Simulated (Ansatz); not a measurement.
WS2 (2H-MoS2 type), relaxed with r2SCAN+rVV10: 5 runs in Ansatz 0.2.0, each a calculation of independent-particle optics. The symmetry is P6_3/mmc (No. 194, hexagonal); a = 3.170 Å, c = 12.491 Å in the conventional setting, 18.12 Å³ an atom. Around W lie 6 S at 2.41 Å; around S lie 3 W at 2.41 Å. The values are computed, spin-unpolarised, and not measurements.

```xyz
6
Lattice="3.1699 0.0000 0.0000 -1.5850 2.7453 0.0000 0.0000 0.0000 12.4911" Properties=species:S:1:pos:R:3 pbc="T T T"
W     0.0000    1.8302    3.1228
W     1.5850    0.9151    9.3683
S     1.5850    0.9151    4.6855
S     1.5850    0.9151    1.5600
S     0.0000    1.8302   10.9310
S     0.0000    1.8302    7.8056
```

On meshes this coarse, single peaks can be features of the mesh. No local fields, no excitons; the zone sum runs over the cells of the mesh, and ε∞ includes the bands left out of the spectrum. Up to four peaks are listed, those above 15 % of the tallest and inside the complete range; the four can differ from row to row. Rows marked drawn have settings drawn at random (some not listed).

```tsv
functional	k mesh	broadening (eV)	scissors (eV)	range (eV)	settings	direct gap on the mesh before scissors (eV)	ε∞ xx	ε∞ yy	ε∞ zz	complete up to (eV)	tallest peaks of mean ε₂ (eV)
PBE	9×9×2	0.1	0.00	0–12	chosen	1.77	14.37	14.37	8.88	12.0	2.75 4.60 4.90 6.10
r2SCAN	9×9×2	0.1	0.00	0–12	chosen	1.90	13.32	13.32	8.24	12.0	2.90 4.90 5.20 6.45
PBE	9×9×2	0.1	0.48 (to HSE06)	0–12	chosen	1.77	12.89	12.89	8.29	12.0	3.25 5.10 5.40 6.55
LDA	6×6×2	0.4	2.50	0.5–30	drawn	1.75	9.63	9.63	6.85	30.0	5.80 7.40 11.00
PBE	6×6×2	0.05	0.00	0–15	drawn	1.77	14.37	14.37	8.88	15.0	2.70 4.60 4.90 6.10
```

The fundamental gap is indirect (1.15 eV with PBE on 9×9×2); the table holds the direct one.

No spin-orbit coupling is included; it can move band edges with weight on the heavy atoms by tenths of an eV.
